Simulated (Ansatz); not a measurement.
Relaxed Mg (hcp, Mg type):

```xyz
4
Lattice="6.3723 0.0000 0.0000 -1.5931 2.7593 0.0000 0.0000 0.0000 5.2235" Properties=species:S:1:pos:R:3 pbc="T T T"
Mg     0.0000     1.8395     3.9176
Mg     3.1862     1.8395     3.9176
Mg     1.5931     0.9198     1.3059
Mg     4.7792     0.9198     1.3059
```

Scan: atom 2 (Mg, nearest neighbour Mg at 3.186 Å; its periodic images, 3.2 Å or more away, move with it) is displaced along Cartesian [111], direction (0.577, 0.577, 0.577) in Cartesian axes, by s. The other atoms stay.

Computed with PBE (plane waves to 420 eV, PAW, scalar-relativistic; Ansatz, an electronic-structure program). k mesh 7×14×7 (Γ-centred), Fermi-Dirac smearing 0.05 eV. Energies are smeared free energies. With partly filled bands, energies and forces of such displacements shift with the k mesh and the smearing. Mg was relaxed with its symmetry unable to fall. The PAW data are Ansatz's earlier set. The zero of ΔE is the undisplaced structure. The last digit holds for this mesh only.

| s (Å) | ΔE (meV/cell) |
|---|---|
| -0.320 | 140.1 |
| -0.256 | 88.4 |
| -0.192 | 49.1 |
| -0.128 | 21.6 |
| -0.064 | 5.3 |
| 0.000 | 0.0 |
| 0.064 | 5.3 |
| 0.128 | 21.2 |
| 0.192 | 47.7 |
| 0.256 | 85.1 |
| 0.320 | 133.6 |

Problem. What force constant k = d²E/ds² at s = 0 does the table give?

Solution. 2.6 eV/Å². It is the second difference of the nearest points, corrected with the next pair.

Problem. With k = 2.60 eV/Å² from the forces, is the well harmonic out to s = 0.320 Å?

Solution. ½ks² = 133 meV/cell against the computed 134 meV/cell, so the well is close to harmonic there.

(For displaced atoms, the force is minus the slope of the energy, and its curvature is a force constant, which sets phonon frequencies.)
